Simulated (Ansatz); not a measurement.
CuI₂:
Space group P4/mmm (No. 123); a = b = 5.1860 Å, c = 4.3756 Å, α = β = γ = 90.00°

```tsv
atom	site	symmetry	x	y	z
Cu	1a	4/mmm	0.0000	0.0000	0.0000
I	2f	mmm.	0.0000	0.5000	0.0000
```

Relaxed at zero pressure with r²SCAN+D4 in the plane-wave PAW code Ansatz.

**Question.** The volume is lowered by 9 % and shape and atoms relax at that volume. What pressure results, and how do the axes share the change?

**Answer.** 1.5 GPa; a -1.1 %, b -1.1 %, c -7.0 %; the energy rises by 14 meV/atom.

**Question.** Give the new structure.

**Answer.** 
Space group P4/mmm (No. 123); a = b = 5.130 Å, c = 4.069 Å, α = β = γ = 90.00°

```
atom  site  symmetry       x       y       z
----  ----  --------  ------  ------  ------
Cu      1a     4/mmm  0.0000  0.0000  0.0000
I       2f      mmm.  0.0000  0.5000  0.0000
```

The phase is kept; no other phase was compared at this pressure.

The workflow started from a Materials Project entry (that database holds measured and hypothetical structures alike); the Crystallography Open Database copy checked does not list it. Its standing as an ambient phase is unchecked. Symmetry was held in the r²SCAN+D4 relaxation; phonons show weakly imaginary modes. The run is not spin-polarised. Scalar-relativistic: spin–orbit coupling is off unless named, which matters more the heavier the elements.

Potentials: the later of the program's two PAW sets.
